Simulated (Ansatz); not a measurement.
# Profile along the W–W line in W (fcc, Cu type)

W (fcc, Cu type)

```
W
1.0
    0.00000     1.99880     1.99880
    1.99880     0.00000     1.99880
    1.99880     1.99880     0.00000
W
1
Direct
  0.00000   0.00000   0.00000
```

Fields along a shortest W–W line of a {110} plane (2.83 Å), from W to W, interpolated on the slice's grid (step about 0.2 Å). Method: PBEsol (plane waves to 420 eV, PAW, scalar-relativistic; Ansatz, a program for electronic structure). k mesh 20×20×20. These are valence fields of a PAW run, semicore shells included where kept as valence: close to a nucleus they are smooth pseudo fields. Spin-orbit coupling is left out, though W is heavy. This is one of several known forms of W; the measured ambient cells at hand have space group No. 229. W is run without spin polarisation. W was relaxed with its symmetry unable to fall.

```json
[
 {"distance from W (Å)": "0.00", "valence electron density (e/Å³)": "3.56", "electron localisation function": "x"},
 {"distance from W (Å)": "0.28", "valence electron density (e/Å³)": "5.12", "electron localisation function": "x"},
 {"distance from W (Å)": "0.57", "valence electron density (e/Å³)": "4.17", "electron localisation function": "0.72"},
 {"distance from W (Å)": "0.85", "valence electron density (e/Å³)": "1.39", "electron localisation function": "0.46"},
 {"distance from W (Å)": "1.13", "valence electron density (e/Å³)": "0.47", "electron localisation function": "0.26"},
 {"distance from W (Å)": "1.42", "valence electron density (e/Å³)": "0.36", "electron localisation function": "0.36"},
 {"distance from W (Å)": "1.70", "valence electron density (e/Å³)": "0.47", "electron localisation function": "0.26"},
 {"distance from W (Å)": "1.98", "valence electron density (e/Å³)": "1.39", "electron localisation function": "0.46"},
 {"distance from W (Å)": "2.26", "valence electron density (e/Å³)": "4.17", "electron localisation function": "0.72"},
 {"distance from W (Å)": "2.55", "valence electron density (e/Å³)": "5.12", "electron localisation function": "x"},
 {"distance from W (Å)": "2.83", "valence electron density (e/Å³)": "3.56", "electron localisation function": "x"}
]
```

x: too close to a nucleus for the ELF to mean much.

Density on the W–W line (2.83 Å) at its midpoint: 0.36 e/Å³. ELF at that point: 0.36.
